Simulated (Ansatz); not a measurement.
Start of a relaxation of Ge2W3:

```cif
data_structure
_symmetry_space_group_name_H-M 'R-3m:H'
_symmetry_Int_Tables_number 166
_cell_length_a 4.6793
_cell_length_b 4.6793
_cell_length_c 14.8642
_cell_angle_alpha 90.000
_cell_angle_beta 90.000
_cell_angle_gamma 120.000
_cell_volume 281.86
loop_
_atom_site_label
_atom_site_type_symbol
_atom_site_symmetry_multiplicity
_atom_site_Wyckoff_symbol
_atom_site_fract_x
_atom_site_fract_y
_atom_site_fract_z
_atom_site_occupancy
Ge1 Ge 6 c 0.00000 0.00000 0.20005 1
W1 W 6 c 0.33333 0.66667 0.26241 1
W2 W 3 a 0.00000 0.00000 0.00000 1
```

All numbers below come from Ansatz 0.2.0, DFT PBE, scalar-relativistic, plane waves, PAW. Cutoff 420 eV, Gaussian smearing, Γ-centred meshes. Cell and atoms relax first on a coarse mesh and then on a finer one. In between, the cell is made exact in the group found at 0.06 Å. In metals the finer mesh still leaves noise of several meV/atom or more. The steps can't lower the symmetry of their start. No spin polarisation.

A guess keeps its type if space group and coordination stay and the shape of the cell changes little (axis ratios within about 15 %, angles within 6°); the volume may change.

Problem. Does this structure survive the relaxation?

Solution. It keeps its type. The symmetry stays R-3m (No. 166). The volume per atom shrinks by 14.6 %, from 18.8 to 16.0 Å³. The shortest distance goes from 2.85 Å (W–W) to 2.63 Å (Ge–W). The ratio c/a of the conventional cell changes by a factor of 0.90. Counting neighbours within 15 % of an atom's shortest distance, the start has Ge 8, W 8 and the end Ge 8, W 8.

The last run used a 12×12×12 mesh for its 5-atom cell and Gaussian smearing of 0.10 eV. These runs have no spin–orbit coupling, which can matter for W. A structure relaxed within its symmetry needn't be a true minimum.
